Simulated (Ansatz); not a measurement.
**ZnCu (Pm-3m), elastic constants by finite strains: input and output**

Level of theory: PBEsol, all-electron LAPW in Ansatz 0.2.0, scalar-relativistic.

Cell and atoms were relaxed beforehand by PAW with this functional.

Command line:

```sh
ansatz run input.yaml --threads 1 --pin off --max-ram 2048MiB --backend cpu --events-out ev --progress --plain --runs-dir out
```

Input:

```yaml
crystal:
  lattice:
    - [2.90790086366, 0.0, 0.0]
    - [0.0, 2.90790086366, 0.0]
    - [0.0, 0.0, 2.90790086366]
  atoms:
    - { symbol: Zn, position: [0.5, 0.5, 0.5] }
    - { symbol: Cu, position: [0.0, 0.0, 0.0] }
kpoints:
  mp_grid: { grid: [14, 14, 14] }
scf:
  occupations: { method: fermi_dirac, width: 0.05 }
hamiltonian:
  xc: pbesol
  pseudopotentials: { kind: all_electron, lapw: { basis_error: 0.001 } }
elastic:
  mode: relaxed_ion
  stencil: four_point
  amplitude: 0.003
```

The program printed:

```
Warning: RAYON_NUM_THREADS=1 ignored (pool sized by the plan → 1); use --threads N
LAPW: plane waves up to 9.266 Å⁻¹, error target 1.0e-3 eV per atom; small_component_spin mean_spin; Cu in spheres of 1.222 Å, 19 of its electrons in bands, Dirac shells []; Zn in spheres of 1.221 Å, 20 of its electrons in bands, ...
Engine: ansatz 0.2.0, aarch64-unknown-linux-gnu
Pseudopotentials: kind: all_electron
Pseudopotential: Zn, LAPW, valence charge 20, lapw/all_electron/scalar/gaussian/Zn, Koelling and Harmon's equation, gaussian nucleus
Pseudopotential: Cu, LAPW, valence charge 19, lapw/all_electron/scalar/gaussian/Cu, Koelling and Harmon's equation, gaussian nucleus
Functional definition: PBEsol
  exchange = pbesol_x
  correlation = pbesol_c
Crystal: 2 atoms, lattice volume = 24.589 Å³
Basis set: ecut = 327.13741309561556 eV, 341 PW (Γ), exchange–correlation at level 2
Bands: 24, of which v1, the nominal top of the filled ones, is band 20 counted from 1 (19 counted from 0)
Symmetry: 48 space group operations
Space group: Pm-3m (ITA 221), of the structure as read, at distance tolerance 2.9e-5 Å
k-points: 120 of 2744
Non-local potential: Zn, projectors of the file, none
Non-local potential: Cu, projectors of the file, none
Initial density: superposition of atomic densities (chi_scale 0.1, normalization cell, long waves kept (reshape's long-wave potential 0.00 eV rms))
Initial wavefunctions: plane waves of lowest kinetic energy (no species holds an atomic orbital)
Functional: x = pbesol(κ = 0.804, μ = 0.12345679012345678), c = pbesol(β = 0.046)
iter 1 solved again at ethr=1.49e-3 eV; its pass at ethr=1.00e-1 eV (dr2=5.81e-1 eV) is discarded
SCF iter   1: F=—  HF=-93834.256609 eV  |F-HF|=—  |Δ(HF+E_count)|=         —  Δρ=5.43e-2  dr2=5.82e-1  ethr=1.49e-3  ⟨swp⟩=2.1  Hψ=18149  notcnv=0
preconditioner: auto → none  [metal: Δε(μ)=0.022 eV  Ē_g=12.174 eV  σ=0.050 eV  W_gap=0.11  n_scr=6 (ndim 8)  ℏωp=35.9 eV  f_vac=0.000  D(μ)=0.62/eV (n_scr^D=0)  sad-step TF]
[... 151 lines left out ...]
  C = ∂σ_k/∂η_j (tension-positive GPa; Voigt order 11 22 33 23 13 12):
       182.900    115.003    115.003     -0.000     -0.000     -0.000
       115.003    182.900    115.003     -0.000     -0.000     -0.000
       115.003    115.003    182.900     -0.000     -0.000     -0.000
        -0.000      0.000     -0.000    108.094      0.000     -0.000
         0.000     -0.000     -0.000     -0.000    108.094      0.000
         0.000     -0.000      0.000      0.000      0.000    108.094
  reference stress σ⁰ (GPa):     -0.017     -0.017     -0.017      0.000      0.000      0.000
  no Pulay correction (none for the plane-wave cutoff is built on LAPW): the batch's stresses and constants are at fixed plane waves
  C* (energy form; C + prestress term) asymmetry max|C*_kj − C*_jk| = 1.421e-14 GPa — a small one proves nothing (zero by symmetry where the batch's group is 432, −43m or m−3m); a large one is finite-difference/SCF noise where ...
  moduli (Voigt/Reuss/Hill, GPa): K = 137.64/137.64/137.64   G = 78.44/57.69/68.06   E = 175.30   ν = 0.288
  mechanically stable: yes (min eigenvalue of sym C = 67.90 GPa)
  where every solve meets its electron count the energy-path curvature estimates C_jj along a normal strain and C_jj − ¼(σ⁰_aa + σ⁰_bb) along a shear (ab), closely only under elastic.basis: deformed
  strain η (Voigt 11):  stress-route row diagonal C_11 = 182.90 GPa, energy-path curvature d²(F+E_count)/dδ²/Ω₀ = 182.90 GPa
    cells at ±δ against ±2δ: C11 182.53 and 181.43 GPa, apart by 0.60 % of the column's largest entry
         δ    σ_11 (GPa)             F (eV)   n_scf  n_hpsi   n_pw
    -6.000e-3      -1.1272      -93833.0212919       8  214206    341   relax 0 steps, max|allowed force component| 5.92e-31 eV/Å
    -3.000e-3      -0.5700      -93833.0216826       8  216749    341   relax 0 steps, max|allowed force component| 4.39e-30 eV/Å
     3.000e-3       0.5252      -93833.0217001       8  216028    341   relax 0 steps, max|allowed force component| 4.49e-30 eV/Å
     6.000e-3       1.0499      -93833.0213366       8  213815    341   relax 0 steps, max|allowed force component| 9.86e-32 eV/Å
  strain η (Voigt 23):  stress-route row diagonal C_44 = 108.09 GPa, energy-path curvature d²(F+E_count)/dδ²/Ω₀ = 108.10 GPa
    cells at ±δ against ±2δ: C44 108.12 and 108.20 GPa, apart by 0.08 % of the column's largest entry
         δ    σ_23 (GPa)             F (eV)   n_scf  n_hpsi   n_pw
    -6.000e-3      -0.6492      -93833.0215187       8  345653    341   relax 0 steps, max|allowed force component| 3.94e-31 eV/Å
    -3.000e-3      -0.3244      -93833.0217429       8  348113    341   relax 0 steps, max|allowed force component| 2.96e-31 eV/Å
     3.000e-3       0.3244      -93833.0217429       8  347631    341   relax 0 steps, max|allowed force component| 3.94e-31 eV/Å
     6.000e-3       0.6492      -93833.0215187       8  345455    341   relax 0 steps, max|allowed force component| 5.92e-31 eV/Å
```

Self-consistency was reached.

### Strained cells

Elastic constants of a crystal by Kohn-Sham DFT: slopes of the stress over finite engineering strains of the given cell, Voigt indices, Cartesian axes as in the input; stress of each strained cell less that at rest, tension positive.

```
strain component  strain  stress xx (GPa)  stress yy (GPa)  stress zz (GPa)  stress yz (GPa)  stress xz (GPa)  stress xy (GPa)  relaxation steps
              xx  -0.006            -1.11          -0.7078          -0.7078                0                0                0                 0
              xx  -0.003          -0.5528           -0.349           -0.349                0                0                0                 0
              xx   0.003           0.5424           0.3421           0.3421                0                0                0                 0
              xx   0.006            1.067           0.6809           0.6809                0                0                0                 0
              yz  -0.006          -0.0076          -0.0056          -0.0056          -0.6492                0                0                 0
              yz  -0.003          -0.0019          -0.0014          -0.0014          -0.3244                0                0                 0
              yz   0.003          -0.0019          -0.0014          -0.0014           0.3244                0                0                 0
              yz   0.006          -0.0076          -0.0056          -0.0056           0.6492                0                0                 0
```

**Elastic constants**

```json
{"Pressure at rest": "0.017 GPa", "Least elastic eigenvalue": "67.9 GPa", "Elastically stable": "yes"}
```

| index | elastic (GPa) |
| --- | --- |
| 11 | 182.9 |
| 12 | 115 |
| 44 | 108.1 |

### Elastic moduli

Hill averages of a grain aggregate, Debye temperature from the mean sound speed over directions.

- Bulk modulus: 137.6 GPa
- Shear modulus: 68.06 GPa
- Young modulus: 175.3 GPa
- Poisson ratio: 0.2877
- Bulk over shear modulus: 2.022
- Elastic anisotropy index: 1.798
- Least young modulus: 94.11 GPa
- Largest young modulus: 257 GPa
- Longitudinal sound speed: 5122 m/s
- Transverse sound speed: 2796 m/s
- Elastic debye temperature: 392.7 K
- Linear compressibility (x, y, z): 2.422, 2.422, 2.422 1/TPa
- Zener ratio: 3.184
- Cauchy pressure: 6.91 GPa

Caveats: responses of metals move with mesh and smearing.

Time and hardware: 11 min on 1 thread of Arm Neoverse V1, on a shared host, peak memory 1.3 GiB.
